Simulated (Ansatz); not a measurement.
The elements of this relaxed trial crystal are hidden behind letters.

```
lattice vectors (Å)
   7.4770   -1.5785    0.0000
   7.4770    1.5785    0.0000
  -0.2682    0.0000    4.8229
fractional positions
X 0.9381 0.0619 0.5000
Z 0.3511 0.3373 0.9779
Z 0.6627 0.6489 0.0221
Q 0.4498 0.4309 0.6782
Q 0.7816 0.7664 0.7865
Q 0.0999 0.0860 0.8044
Q 0.9140 0.9001 0.1956
Q 0.2336 0.2184 0.2135
Q 0.5691 0.5502 0.3218
```

Theory: DFT PBE, scalar-relativistic, plane waves, PAW (Ansatz 0.2.0). Plane waves to 420 eV, a 10×10×6 mesh through Γ for the 9-atom cell and 0.02 eV Gaussian smearing; no spin polarisation.

| Property | Result |
| --- | --- |
| Space group | C2 (No. 5) |
| Conventional cell | a = 14.954 Å, b = 3.157 Å, c = 4.830 Å, β = 93.2° |
| Volume per atom | 12.65 Å³ |
| Density | 5.56 g/cm³ |
| Formation energy | −2.020 eV/atom |
| Gap on the 10×10×6 mesh of the 9-atom cell | 2.19 eV |

Energies are uncorrected and count from the elements' standard states at the same level.

**Question.** X is a d-block element of period 4, Z is a p-block element of period 5 and Q is a p-block element of period 2. Which elements are they?

**Answer.** X = Ti, Z = Sn, Q = O, so the formula is TiSn2O6. Density times volume gives a mean mass of 5.56 × 12.65/1.6605 = 42.4 u per atom, and this set has 42.4 u. Ti has 2 O at 1.86 Å, 2 O at 1.98 Å and 2 O at 2.21 Å; around Sn lie 6 O at 2.08–2.15 Å; around O on its first site lie 1 Ti at 1.86 Å, 1 Sn at 2.10 Å and 1 Ti at 2.21 Å; 2 more sites not described. Other sets within the hints have nearly the same mass, so mass alone doesn't settle it; this one was computed.

Kohn–Sham gaps at this level usually fall short of measured ones. This cell was reached by moving the atoms of another relaxed cell at random and relaxing again, last within the group found; it had no such test of its own.
